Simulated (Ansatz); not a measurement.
# Data sheet: ZnSnN2 (DFT)

ZnSnN₂:
```
CELL_PARAMETERS angstrom
      5.77838     0.00000     0.00000
      0.00000     6.64325     0.00000
      0.00000     0.00000     5.41585
ATOMIC_POSITIONS crystal
  Zn 0.58285 0.87488 0.99922
  Zn 0.41715 0.12512 0.49922
  Zn 0.91715 0.37488 0.49922
  Zn 0.08285 0.62512 0.99922
  Sn 0.58910 0.37525 0.99941
  Sn 0.41090 0.62475 0.49941
  Sn 0.91090 0.87525 0.49941
  Sn 0.08910 0.12475 0.99941
  N  0.58408 0.37258 0.38003
  N  0.41592 0.62742 0.88003
  N  0.91592 0.87258 0.88003
  N  0.08408 0.12742 0.38003
  N  0.57796 0.87750 0.37133
  N  0.42204 0.12250 0.87133
  N  0.92204 0.37750 0.87133
  N  0.07796 0.62250 0.37133
```

Space group Pna2_1 (No. 33); conventional cell a = 5.778 Å, b = 6.643 Å, c = 5.416 Å, α = β = γ = 90.00°.

Method: LDA in the plane-wave PAW code Ansatz. The cell and atoms are relaxed at this level. Other levels are named where they apply.

**Cell and energy**

* **Volume per atom**: 12.99 Å³
* **Density**: 6.78 g/cm³
* **Formation energy from the elements (no fitted shifts)**: -0.17 eV/atom

**Electronic structure**

Band gap: 0.26 eV (direct)
Valence-band maximum: at Γ
Conduction-band minimum: at Γ
Electron effective mass: 0.041, 0.045, 0.045 mₑ (principal values)

**Mechanics**

- Bulk modulus (Birch–Murnaghan fit) = 1600 kbar
- Pressure derivative B′ = 4.5
- Elastic constants (relaxed ions, GPa) = C11 = 269, C22 = 255, C33 = 291, C12 = 120, C13 = 97.4, C23 = 95.0, C44 = 61.8, C55 = 59.3, C66 = 70.1
- Mechanical stability = stable (all eigenvalues of C positive)
- Hill bulk and shear moduli = 160 and 70.7 GPa
- Young's modulus = 185 GPa
- Poisson's ratio = 0.31
- Debye temperature from the elastic constants = 457 K

**Phonons**

- Highest zone-centre frequency (without LO–TO term): 19.86 THz
- Zone-centre stability: no imaginary mode at Γ

Symmetry was held in the LDA relaxation. The references are the lowest solids computed at this level, not always the standard phases (solids in place of the gases). Spin–orbit coupling is left out wherever it is not named.

Potentials: the later of the program's two PAW sets.
